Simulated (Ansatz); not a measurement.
Sr2RuO4:
```xyz
7
Lattice="-1.9150 1.9150 6.3419 1.9150 -1.9150 6.3419 1.9150 1.9150 -6.3419" Properties=species:S:1:pos:R:3 pbc="T T T"
Sr     0.0000     0.0000     4.4723
Sr     0.0000     0.0000     8.2116
Ru     0.0000     0.0000     0.0000
O      0.0000     0.0000    10.6203
O      0.0000     0.0000     2.0636
O      0.0000     1.9150     0.0000
O      1.9150     0.0000     0.0000
```

Relaxed with PBEsol. Special points in fractions of this cell's reciprocal vectors: Γ (0.000, 0.000, 0.000); X (0.000, 0.000, 0.500); P (0.250, 0.250, 0.250); N (0.000, 0.500, 0.000); M (0.500, 0.500, -0.500); S (0.273, 0.727, -0.273); S0 (-0.273, 0.273, 0.273); R (-0.046, 0.046, 0.500); G (0.500, 0.500, -0.046).

List the band energies nearest the Fermi level at these points for DFT-PBEsol with spin–orbit coupling in the program Ansatz with PAW potentials.

In eV from the Fermi level; about four levels below and three above (degenerate sets whole), none deeper than 8.9 eV; points with the same levels are listed once.

```tsv
k	below	above
Γ	-1.13 -1.13 -1.04 -1.04	0.34 0.34 1.55 1.55
X	-2.38 -2.38 -1.93 -1.93	0.44 0.44 0.54 0.54
P	-2.13 -2.13 -2.12 -2.12	0.44 0.44 0.53 0.53
N	-2.48 -2.48 -0.96 -0.96	0.05 0.05 0.28 0.28
M	-0.72 -0.72 -0.64 -0.64	0.34 0.34 2.02 2.02
S	-2.42 -2.42 -0.93 -0.93	0.00 0.00 0.25 0.25
R	-2.44 -2.44 -1.94 -1.94	0.39 0.39 0.50 0.50
```

Space group I4/mmm. The first step of the workflow began from a Materials Project structure, measured or hypothetical; the Crystallography Open Database files this formula in space group No. 139, but the cells were not matched. Its standing as an ambient phase is unchecked. The PBEsol relaxation kept the symmetry of its start; of distortions, only those at the zone centre were tested. The workflow began spin-polarised and lost its moments.

Potentials: the later of the program's two PAW sets.
